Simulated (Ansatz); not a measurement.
Here is the system:

Hf (hcp, Mg type)

```
CELL_PARAMETERS angstrom
      3.20412     0.00000     0.00000
     -1.60206     2.77485     0.00000
      0.00000     0.00000     5.06894
ATOMIC_POSITIONS crystal
  Hf 0.33333 0.66667 0.75000
  Hf 0.66667 0.33333 0.25000
```

In this cell atom 1 (Hf, nearest neighbour Hf at 3.138 Å; its periodic images, 3.2 Å or more away, move with it) is moved by s towards the nearest neighbour, unit vector (-0.511, -0.295, -0.808); all other atoms and the cell stay fixed.

The numbers are results of PBE (plane waves to 420 eV, PAW, scalar-relativistic; Ansatz, an electronic-structure program), not measurements. k mesh 13×13×8 (Γ-centred), Fermi-Dirac smearing 0.05 eV. The energy includes the smearing's −TS. With partly filled bands, energies and forces of such displacements shift with the k mesh and the smearing. Hf is run without spin polarisation. Hf was relaxed with its symmetry unable to fall. Spin-orbit coupling is left out, though Hf is heavy. The PAW data are Ansatz's earlier set. ΔE is measured from the undisplaced structure.

The scan covers s from -0.310 to 0.310 Å in 11 points.

### Question
Is this a single well or a double well?

### Answer
A single well with its minimum at or next to zero displacement.

### Question
What force acts on the atom along the line at s = -0.310 Å?

### Answer
1.38 eV/Å.

### Question
What is the energy change at s = 0.310 Å?

### Answer
186 meV/cell.

### Question
What is the force constant k = d²E/ds² of this move at s = 0?

### Answer
2.78 eV/Å².

(A displaced cell: forces are minus the slopes of the energy, force constants its curvatures, and phonons follow from these.)
